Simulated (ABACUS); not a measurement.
Set-up for a self-consistent single point of SiC (P6_3mc, 8 atoms in the cell; from Materials Project mp-7140, changed as shown).

```
CELL_PARAMETERS angstrom
      2.96716     0.00000     0.00000
      0.00000     5.13927     0.00000
      0.00000     0.00000     4.87067
ATOMIC_POSITIONS crystal
  Si 0.00000 0.33333 0.49960
  Si 0.50000 0.16667 0.99960
  Si 0.50000 0.83333 0.49960
  Si 0.00000 0.66667 0.99960
  C  0.00000 0.33333 0.87540
  C  0.50000 0.16667 0.37540
  C  0.50000 0.83333 0.87540
  C  0.00000 0.66667 0.37540
```

Method: ABACUS with PBE, numerical atomic orbitals TZDP (confined pseudo-atomic orbitals with Gaussian additions; energy shift 0.01 Ry), PseudoDojo 0.5 standard norm-conserving PBE (tails mended) pseudopotentials.

ABACUS settings:

basis: TZDP numerical atomic orbitals, energy shift 0.01 Ry
KPT: Gamma 10 6 6 0 0 0
basis_type: lcao
dft_functional: PBE
ecutwfc: 100 Ry
smearing_method: fixed
potentials: PseudoDojo 0.5 standard norm-conserving PBE (tails mended)
symmetry: 1
symmetry_prec: 1e-05
ks_solver: genelpa
scf_nmax: 100
scf_thr: 1.0e-06
mixing_type: broyden

Task: Estimate, at this level of theory: gap on the k-point mesh and pressure.

Result: The run gave:

```
Property                     Value
-----------------------  ---------
Gap on the k-point mesh    2.14 eV
Pressure                 34.81 GPa
```

Gaps are taken between levels on the mesh.

For comparison: a first run was changed to give this one (lattice scaled by 0.98), and from it to this one the free energy rises by 90.7 meV/atom, the pressure goes from 16.18 to 34.81 GPa and the gap on the mesh goes from 2.250 to 2.137 eV.

The atom-centred basis is finite, which shifts total energies, pressures and gaps against plane waves. The structure comes from a collection of computed structures, made at another level of theory; the collection holds predicted forms beside known ones. Its lattice was then scaled. At this pressure the cell is far from its equilibrium volume at this level.

Cost on one core: around 50 core-seconds (rough).

The atomic orbitals were generated for these runs; they are not ABACUS's published sets and were checked against plane waves on a few crystals only.

“Tails mended”: in these copies of the files the far tail of each local potential was reset to the Coulomb form.
